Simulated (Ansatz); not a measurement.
**MoS₂: course of a relaxation**

Method: DFT PBEsol, scalar-relativistic, plane waves, PAW (Ansatz). Run with 420 eV cutoff, 12×12×4 k-mesh, Gaussian smearing of 0.02 eV, no spin polarisation.

What was changed: relaxed at 8 GPa.

Command:

```bash
ansatz run input.yaml --threads 1 --pin off --max-ram 2560MiB --backend cpu --events-out ev --progress --plain --runs-dir out
```

Input:

```yaml
crystal:
  lattice:
    - [3.034626702, 0.0, 0.0]
    - [-1.517313351, 2.6280638149, 0.0]
    - [0.0, 0.0, 11.553896243]
  atoms:
    - { symbol: Mo, position: [0.6666666667, 0.3333333333, 0.2500604091] }
    - { symbol: Mo, position: [0.3333333333, 0.6666666667, 0.7499395909] }
    - { symbol: S, position: [0.3333333333, 0.6666666667, 0.3817201158] }
    - { symbol: S, position: [0.6666666667, 0.3333333333, 0.8816001519] }
    - { symbol: S, position: [0.3333333333, 0.6666666667, 0.1183998481] }
    - { symbol: S, position: [0.6666666667, 0.3333333333, 0.6182798842] }
basis:
  ecutwfc: 420
kpoints:
  mp_grid: { grid: [12, 12, 4] }
hamiltonian:
  xc: pbesol
scf:
  occupations: { method: gaussian, width: 0.02 }
output:
  forces: true
  stress: true
  eigenvalues: true
  write_density: true
  write_potential: true
  elf: true
  volumetric_format: npy
relax:
  adjacent_minimum: "off"
  f_tol: 0.008
  max_steps: 50
  cell: { stress_tol: 0.08, p_target: 8.0 }
```

F is the free energy. Steps run on the plane waves of an earlier cell, but the last one, and at times one on the way, on a freshly chosen basis, so a repeated geometry can differ a little in energy. The relaxation lowers the enthalpy F + PV at the target pressure, so F itself can rise.

Steps:

```tsv
step	F − F(1) (eV)	largest force component (eV/Å)	V (Å³/atom)	P (GPa)
1	0.0000	1.502	15.357	19.73
2	-0.1046	0.355	15.215	8.88
3	-0.3093	0.036	15.614	8.29
4	-0.3271	0.010	15.671	8.01
5	-0.3260	0.001	15.667	8.01
6	-0.3262	0.001	15.667	8.01
```

Relaxed structure:

```yaml
crystal:
  lattice:
    - [3.08085, 0.00000, 0.00000]
    - [-1.54042, 2.66809, 0.00000]
    - [0.00000, 0.00000, 11.43588]
  atoms:
    - { symbol: Mo, position: [0.66667, 0.33333, 0.25000] }
    - { symbol: Mo, position: [0.33333, 0.66667, 0.75000] }
    - { symbol: S, position: [0.33333, 0.66667, 0.38694] }
    - { symbol: S, position: [0.66667, 0.33333, 0.88695] }
    - { symbol: S, position: [0.33333, 0.66667, 0.11305] }
    - { symbol: S, position: [0.66667, 0.33333, 0.61306] }
```

Symmetry: P6_3/mmc, No. 194, hexagonal system. The conventional cell has a = 3.081 Å, b = 3.081 Å, c = 11.436 Å, α = 90.00°, β = 90.00°, γ = 120.00°. Around Mo (site symmetry -6m2) lie 6 S at 2.37 Å. S (site symmetry 3m) has 3 Mo at 2.37 Å as nearest neighbours.

The run converged. It took 34 s on 1 thread of Intel(R) Xeon(R) 6975P-C (Granite Rapids), on a shared host, peak memory 0.53 GiB.